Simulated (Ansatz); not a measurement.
## Notes on TlPt

```
Tl Pt
1.0
     2.84191    4.92232    0.00000
    -2.84191    4.92232    0.00000
     0.00000    0.00000    4.70423
Tl Pt
3 3
Direct
  0.50000 0.50000 0.00000
  0.50000 0.00000 0.00000
  0.00000 0.50000 0.00000
  0.00000 0.00000 0.00000
  0.33330 0.33340 0.50000
  0.66660 0.66670 0.50000
```

Single point in Ansatz 0.2.0 with LDA, no spin polarisation. Cutoff 420 eV, PAW datasets, 7×7×7 Γ-centred k mesh, fermi-dirac filling (width 0.1 eV).

Problem. Is it stable against the elements?

Solution. 0.71 eV an atom against the elements' usual phases (free molecules for gases, crystals otherwise, with no correction for O₂ or N₂), so at this geometry it isn't bound against them. Relaxing would lower it.

Problem. Metal or insulator?

Solution. It is a metal, with about 3.9 states/eV a cell as the mean within 0.25 eV of the Fermi level, mostly Pt d (48 %), Tl p (27 %) and Pt s (15 %).

Problem. What do density and ELF say about some of the short contacts?

Solution. Tl–Tl at 2.84 Å: least valence density 0.29 e/Å³ and ELF 0.21 there. Tl–Pt at 2.84 Å: least valence density 0.33 e/Å³ and ELF 0.27 there. Pt–Pt at 3.28 Å: least valence density 0.17 e/Å³ and ELF 0.19 there. These are pseudo-fields; inside the PAW spheres they differ from the all-electron ones.

Problem. What does the stress say?

Solution. The pressure is -1.0 GPa (compression positive), so with the atoms held at these fractions the cell would first shrink. The principal stresses -9.3, 3.1, 3.1 GPa differ, so its shape would change too.

Problem. How is the charge shared?

Solution. Bader charges in e: Tl +0.37, Pt -0.37. In the mean Tl gives up most and Pt takes most.

Origin: a database entry at a rescaled volume.
